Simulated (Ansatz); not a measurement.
Values for one crystal, relaxed and computed with the program Ansatz at the LDA level (PAW); other levels are named.

- Volume per atom = 11.48 Å³
- Band gap = 4.17 eV (indirect)
- Smallest direct gap on the standard path = 4.33 eV
- Bulk modulus (Birch–Murnaghan fit) = 173 GPa
- Formation energy from the elements (no fitted shifts) = -3602 meV/atom
- Valence-band maximum = on the Y–Γ line, 24 % of the way from Y (k = 0.000, 0.380, 0.000 in fractions of the reciprocal vectors)
- Conduction-band minimum = at Γ

Q: Pick the material that matches.
A) ZrO2, Pnma (Zr on 4c, O on 4c, O on 4c)
B) ZrPbO3, cubic perovskite
C) LaScO3, Pnma (La on 4c, Sc on 4a, O on 4c, O on 8d)
D) BiClO, P4/nmm (Bi on 2c, Cl on 2c, O on 2a)

A: A, ZrO2, Pnma (Zr on 4c, O on 4c, O on 4c)

The first step of the workflow began from a Materials Project structure, measured or hypothetical; the Crystallography Open Database copy checked does not list it. It is not the phase usual at ambient conditions (space group No. 14). Symmetry was held in the LDA relaxation; its stability against distortions is not shown here. The run is not spin-polarised. The references are the lowest solids computed at this level, not always the standard phases (solids in place of the gases). Scalar-relativistic: spin–orbit coupling is off unless named, which matters more the heavier the elements.

Potentials: the later of the program's two PAW sets.
